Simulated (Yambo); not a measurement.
```
CELL_PARAMETERS angstrom
      3.84681     2.22096     3.17830
     -3.84681     2.22096     3.17830
      0.00000    -4.44192     3.17830
ATOMIC_POSITIONS crystal
  Cl 0.49671 0.49671 0.94864
  Cl 0.94864 0.49671 0.49671
  Cl 0.49671 0.94864 0.49671
  Ge 0.51553 0.51553 0.51553
  Cs 0.99840 0.99840 0.99840
```

CsGeCl₃ (space group R3m, No. 160): G0W0@PBEsol in Yambo (2×2×2 Γ-centred k mesh, 292 bands and a 8 Ry block in the screening, 292 bands in G with the Bruneval-Gonze terminator, plasmon pole fitted at 27.2 eV) on wavefunctions from Quantum ESPRESSO. With the symmetry operations that carry no fractional translation, the mesh has 4 irreducible k points, and the gap Z → Z is 3.714 eV.

Problem. What changes when point-group symmetry is switched off and time reversal alone is kept?

Solution. The mesh then has 8 irreducible points. The exact result doesn't change; the run gives 3.720 eV, and the difference is numerical residue, whose source wasn't traced. Rough time against the symmetric run: about 4× for the empty bands, about 2× for Yambo (2 states against 4).

Spin-orbit coupling is not included.

Geometry of the Materials Project entry, not relaxed at this level.

The structure is a Materials Project entry; no match was found in the copy of COD used, and its stability was not checked.
